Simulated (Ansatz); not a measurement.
An Ansatz (a quantum-chemistry and plane-wave program) run. Input:

Ansatz 0.2 input:
```yaml
crystal:
  lattice:
    - [0.0, 3.9966206582, 4.3651233177]
    - [2.2883797991, 0.0, 4.3651233177]
    - [2.2883797991, 3.9966206582, 0.0]
  atoms:
    - { symbol: Si, position: [0.6638694602, 0.3361305398, 0.6638694602] }
    - { symbol: Si, position: [0.3361305398, 0.6638694602, 0.3361305398] }
    - { symbol: Si, position: [0.5861305398, 0.9138694602, 0.5861305398] }
    - { symbol: Si, position: [0.9138694602, 0.5861305398, 0.9138694602] }
    - { symbol: Mo, position: [0.0, 0.0, 0.0] }
    - { symbol: Mo, position: [0.25, 0.25, 0.25] }
kpoints:
  mp_grid: { grid: [11, 11, 11] }
hamiltonian:
  xc: r2scan
  pseudopotentials: { azcp: { folder: ./paw }, kind: paw }
scf:
  occupations: { method: gaussian, width: 0.05 }
checkpoint: { read: metal.run }
output: { write_density: true, elf: true, volumetric_format: npy }
basis: { fft_grid_basis: typed }
```

Output (shortened):

```
Pseudopotential: Si, paw, valence charge 4
Pseudopotential: Mo, paw, valence charge 14
Functional definition: r2SCAN
Crystal: 6 atoms, lattice volume = 79.845 Å³
Basis set: ecut = 500 eV, 2013 PW (Γ), exchange–correlation on 180×144×144 points (64 copies of the dense FFT grid, shifted against one another)
Bands: 34, of which v1, the nominal top of the filled ones, is band 22 counted from 1 (21 counted from 0)
Symmetry: 8 space group operations
Space group: Fddd (ITA 70), of the structure as read, at distance tolerance 4.3e-5 Å
k-points: 216 of 1331
Stability of the state it starts from, as read at its close in the unpolarized treatment …
iter 1 solved again at ethr=2.27e-7 eV; its pass at ethr=3.10e-3 eV (dr2=1.00e-4 eV) is discarded
SCF iter   1: F=—  HF=-12493.809410 eV  |F-HF|=—  |Δ(HF+E_count)|=         —  Δρ=3.16e-7  dr2=6.54e-11  dr2_τ=5.40e-12  ethr=2.27e-7  ⟨swp⟩=3.0  Hψ=53682  notcnv=0
preconditioner: auto → Kerker (q_TF=auto, 2.470 Å⁻¹)
SCF iter   2: F=—  HF=-12493.809411 eV  |F-HF|=—  |Δ(HF+E_count)|=   2.82e-7  Δρ=1.45e-7  dr2=1.16e-11  dr2_τ=4.42e-12  ethr=1.00e-12  ⟨swp⟩=6.8  Hψ=27996  notcnv=0
SCF iter   3: F=-12493.809411 eV  HF=-12493.809411 eV  |F-HF|=3.64e-12  |Δ(HF+E_count)|=  7.28e-12  Δρ=1.09e-7  dr2=6.61e-12  dr2_τ=3.62e-13  ethr=1.00e-12  ⟨swp⟩=1.0  Hψ=15557  notcnv=0
SCF 1 converged in 3 iterations: F = -12493.809411 eV  dr2 = 6.61e-12
SCF converged after 3 iterations
Free energy (F): -12493.809411 eV
Harris-Foulkes:  -12493.809411 eV  (|F-HF|=3.64e-12)
Internal energy: -12493.808614 eV  (E = F + TS)
E sigma→0 (E₀):  -12493.809012 eV
Entropy (-TS):   -0.000796 eV (-0.133 meV/atom)
Fermi energy:    16.333936 eV
--- Per-component energies (eV) ---
  E_band       = -114.277238
  E_kinetic    = 1024.580674
  E_local      = -2238.538704  (includes V_loc(G=0)·N_el)
  E_nonlocal   = 382.195328
  E_hartree    = 856.722796
  E_xc         = -560.600052
  E_vxc        = -707.835780  (∫ρ·V_xc dr)
  E_paw        = -8530.772913  (= ΣΔE_a)
  E_vpaw       = -330.094945  (= ΣTr[D̂ρ^β])
  E_aug_tail   = 0.000097  (compensation charges beyond the density's cutoff)
  E_vtau       = 41.970500  (kinetic-family band-sum trace: ∫τ·v_τ [+ j·A + Jᵃ·Aᵃ] dr)
  E_ewald      = -3426.647705
  E_core_change = -0.748134  (= ΣΔE_core)
  E_smearing   = -0.000796  (= −TS)
  E_closure    = 0.000000  (closes the sum)
  Σ components = -12493.809411   (vs F -12493.809411, Δ=0.00e0)
  [band-id]    e_kinetic+e_local+e_nonlocal+2·e_hartree+e_vxc+e_vpaw+e_augmentation_tail+e_vtau = -114.277239   (vs E_band -114.277238, Δ=-1.40e-6)
--- Band table (eV; the first three rows and the last of 216) ---
  k-point 0: bands = ["-46.3719", "-46.3266", "-19.9778", "-19.8511", "-19.8486", "-19.8303", "-19.7391", "-19.6604", "1.8076", "7.1160", "9.2312", "9.3613", "9.7230", "10.5417", "11.2557", "11.8376", "12.0177", "12.9747", "13.7064", "13.8868", "13.9708", …
  k-point 1: bands = ["-46.3712", "-46.3272", "-19.9763", "-19.8542", "-19.8526", "-19.8265", "-19.7385", "-19.6619", "1.9155", "7.1047", "8.7408", "9.1652", "9.7909", "11.0658", "11.3203", "11.9088", "12.1992", "12.9839", "13.5452", "13.6999", "13.9252", …
  k-point 2: bands = ["-46.3692", "-46.3292", "-19.9724", "-19.8661", "-19.8568", "-19.8189", "-19.7377", "-19.6656", "2.2331", "7.0393", "7.9454", "8.9205", "9.8671", "11.2199", "11.7005", "12.1420", "12.7530", "12.9693", "13.1994", "13.6026", "13.8688", …
  k-point 215: bands = ["-46.3496", "-46.3487", "-19.8968", "-19.8808", "-19.8664", "-19.8519", "-19.7141", "-19.7140", "3.8906", "3.8979", "8.7858", "9.2993", "10.3245", "11.1276", "11.3852", "11.7152", "12.7696", "12.9181", "13.9690", "14.0016", "14.9006", …
```

Cost: around 90 core-seconds (rough) on shared cores.

The start of the workflow was typed in or built on a structure type; neither database checked (COD, Materials Project) lists it. It is not the phase usual at ambient conditions (space group No. 139). The r²SCAN relaxation kept the symmetry of its start; its stability against distortions is not shown here. The run is not spin-polarised. Scalar-relativistic: spin–orbit coupling is off unless named, which matters more the heavier the elements.

Potentials: the earlier of the program's two PAW sets.

Ansatz is a plane-wave DFT program.
